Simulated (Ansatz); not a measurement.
TiNi:
Space group Cmcm (No. 63); a = 2.903 Å, b = 9.371 Å, c = 3.975 Å, α = β = γ = 90.00°

```csv
atom,site,symmetry,x,y,z
Ti,4c,m2m,0.0000,0.1422,0.7500
Ni,4c,m2m,0.0000,0.5852,0.2500
```
(The calculation used a cell of 4 atoms; values per cell refer to that cell.)

Relaxed with r²SCAN.

Task: Tabulate the valence density and the electron localisation function along the shortest Ni–Ni contact (2.55 Å), r²SCAN in the plane-wave PAW code Ansatz.

Result: 

| distance from Ni (Å) | density (e/Å³) | ELF |
|---|---|---|
| 0.26 | 33.34 | 0.58 |
| 0.38 | 16.77 | 0.46 |
| 0.51 | 7.20 | 0.34 |
| 0.64 | 2.92 | 0.25 |
| 0.76 | 1.23 | 0.18 |
| 0.89 | 0.60 | 0.15 |
| 1.02 | 0.41 | 0.18 |
| 1.15 | 0.35 | 0.28 |
| 1.27 | 0.33 | 0.34 |
| 1.40 | 0.35 | 0.28 |
| 1.53 | 0.41 | 0.18 |
| 1.66 | 0.60 | 0.15 |
| 1.78 | 1.23 | 0.18 |
| 1.91 | 2.92 | 0.25 |
| 2.04 | 7.20 | 0.34 |
| 2.17 | 16.77 | 0.46 |
| 2.29 | 33.34 | 0.58 |

The density is the valence pseudo-density with augmentation charge, so density and ELF within about 1 Å of a nucleus are not all-electron values.

The start of the workflow was typed in or built on a structure type; neither database checked (COD, Materials Project) lists it. COD files the formula under space group No. 11, 147. Its standing as an ambient phase is unchecked. The r²SCAN relaxation kept the symmetry of its start; whether a distortion lowers the energy is not shown. The workflow began spin-polarised and lost its moments. Axis ratios of metals converge slowly with the k-mesh, so a and c are less sure than the volume.

Potentials: the later of the program's two PAW sets.
